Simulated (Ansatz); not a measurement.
Ga (α-Ga), relaxed with PBE+D3(BJ) (Ansatz, an electronic-structure program, plane waves, PAW): a = 4.508 Å, b = 7.636 Å, c = 4.509 Å, α = β = γ = 90.00°.

### Question
The same phase is relaxed and computed with PBEsol in the same code. What is the cell now?

### Answer
a = 4.4793 Å, b = 7.5963 Å, c = 4.4858 Å, α = β = γ = 90.00°.

All cells were relaxed under the symmetry of their starts (and spin orders); stability against distortions was not tested throughout. Spin–orbit coupling is left out wherever it is not named.

Potentials: the earlier of the program's two PAW sets. The files were generated under PBE; for other functionals the program regenerates the frozen cores, and for LDA and PBEsol the local potential too.

Ansatz is a plane-wave DFT program.
